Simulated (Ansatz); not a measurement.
Relaxed PbTe (rock salt):

```
PbTe
1.0
    0.00000     6.56940     6.56940
    3.28470     3.28470     6.56940
    3.28470     3.28470     0.00000
Te Pb
2 2
Direct
  0.00000   0.00000   0.00000
  0.50000   0.00000   0.00000
  0.00000   0.50000   0.50000
  0.50000   0.50000   0.50000
```

A phonon eigenvector at X = (0.5, 0.5, 0.0) is frozen into this cell: atom i moves by Q times the vector below, so Q is the largest atomic displacement, in Å. The cell is held. (q is in reciprocal vectors of the primitive cell; the cell shown is doubled to hold the pattern.)

```csv
atom,x,y,z
Te1,0.000,0.000,0.307
Te2,0.000,0.000,-0.307
Pb3,0.000,0.000,1.000
Pb4,0.000,0.000,-1.000
```

Computed with PBE (plane waves to 420 eV, PAW, scalar-relativistic; Ansatz, a program for electronic structure). k mesh 9×9×9 (Γ-centred), Fermi-Dirac smearing 0.05 eV. E stands for the smeared free energy. PbTe was relaxed with its symmetry unable to fall. Spin-orbit coupling is left out, though Pb and Te are heavy. The PAW data are Ansatz's earlier set. The zero of ΔE is the undisplaced structure.

```
Q (Å)    ΔE (meV/cell)
-------  -------------
-0.1000            7.7
-0.0833       withheld
-0.0667            3.4
-0.0500            1.9
-0.0333            0.8
-0.0167            0.2
0.0000             0.0
0.0167             0.2
0.0333             0.8
0.0500             1.9
0.0667             3.4
0.0833        withheld
0.1000             7.7
```

Q: Fit an even polynomial form (powers 2, 4) to the given rows and predict ΔE at Q = -0.0833.

A: Least squares on the 11 given rows: ΔE = (754.2)·Q² + (1607)·Q⁴, in meV/cell with Q in Å; root-mean-square residual 0.02 meV/cell. At -0.0833 the fit gives 5.3 meV/cell; the calculation gives 5.3 meV/cell, the same to the digits shown. The quadratic term alone would give 5.2 meV/cell.

(A displaced cell: forces are minus the slopes of the energy, force constants its curvatures, and phonons follow from these.)
